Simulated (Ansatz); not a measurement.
YN (zinc blende, F-43m), DFT-r²SCAN in the program Ansatz with PAW potentials. The conduction-band minimum lies at Γ, with 1 equivalent valley. Second derivatives d²E/dk² of the lowest band at one valley (eV·Å²), along Cartesian directions:

```
direction  d²E/dk²
---------  -------
[100]        23.21
[010]        23.21
[001]        23.21
[110]        23.21
[101]        23.21
[011]        23.21
```

**Question.** Find the principal effective masses, the density-of-states mass and the conductivity mass.

**Answer.** Off-diagonal terms follow from H_xy = H[110] − (H_xx + H_yy)/2, and m*/mₑ = 7.620 eV·Å² over each eigenvalue: 0.33, 0.33, 0.33. One valley's DOS mass (m₁m₂m₃)^(1/3) = 0.33, conductivity mass 3/(Σ 1/mᵢ) = 0.33 mₑ.

**Question.** What effective density of states Nc follows at 300 K for parabolic valleys?

**Answer.** Nc = 2.509e19 × 1 × (0.33)^(3/2) ≈ 4.8e18 cm⁻³.

The start of the workflow was typed in or built on a structure type; the Crystallography Open Database copy checked does not list it. COD files the formula under space group No. 225, so this cell is another polymorph or a model. Its standing as an ambient phase is unchecked. Symmetry was held in the r²SCAN relaxation; its stability against distortions is not shown here. No spin polarisation was allowed. Spin–orbit coupling is left out wherever it is not named.

Potentials: the later of the program's two PAW sets.

Edges and masses are those of Kohn–Sham bands, whose gap is no quasiparticle gap.
